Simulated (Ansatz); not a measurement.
# What DFT gives for KAu2

```xyz
12
Lattice="2.8339 4.9084 0.0000 -2.8339 4.9084 0.0000 0.0000 0.0000 9.8689" Properties=species:S:1:pos:R:3 pbc="T T T"
Au    0.0000    1.6394    2.4672
Au    1.4141    5.7281    7.4017
Au    1.4141    4.0887    2.4672
Au    0.0000    8.1774    7.4017
Au   -1.4141    4.0887    2.4672
Au   -1.4141    5.7281    7.4017
Au    0.0000    0.0000    0.0000
Au    0.0000    0.0000    4.9344
K    -0.0003    3.2724    9.2669
K    -0.0003    6.5444    4.3324
K    -0.0003    3.2724    5.5364
K     0.0000    6.5449    0.6020
```

Method: r2SCAN, no spin polarisation; PAW, plane waves to 500 eV, 7×7×4 Γ-centred mesh, fermi-dirac occupations (width 0.1 eV) (Ansatz 0.2.0), atoms fixed.

**Contacts.** Au–Au at 2.83 Å: least valence density 0.33 e/Å³ and ELF 0.27 there. Au–K at 3.33 Å: least valence density 0.08 e/Å³ and ELF 0.04 there. K–K at 3.49 Å: least valence density 0.03 e/Å³ and ELF 0.01 there, so no covalent bond. These are pseudo-fields; inside the PAW spheres they differ from the all-electron ones.
**Stress.** The pressure is -0.2 GPa (compression positive), so with the atoms held at these fractions the cell is close to zero pressure.
**Forces.** Nearly at rest: the largest force is 0.009 eV/Å.
**At the Fermi level.** It is a metal, with about 2.8 states/eV a cell as the mean within 0.25 eV of the Fermi level, mostly Au s (42 %), K s (21 %) and Au d (18 %).
**Formation energy.** -0.34 eV an atom against the elements' usual phases (free molecules for gases, crystals otherwise, with no correction for O₂ or N₂), so it is bound against them; other compounds may still compete. Relaxing would lower it.
**Charges.** Bader charges in e: K +0.76, Au -0.42 to -0.37. In the mean K gives up most and Au takes most.

Origin: a database entry at a rescaled volume.
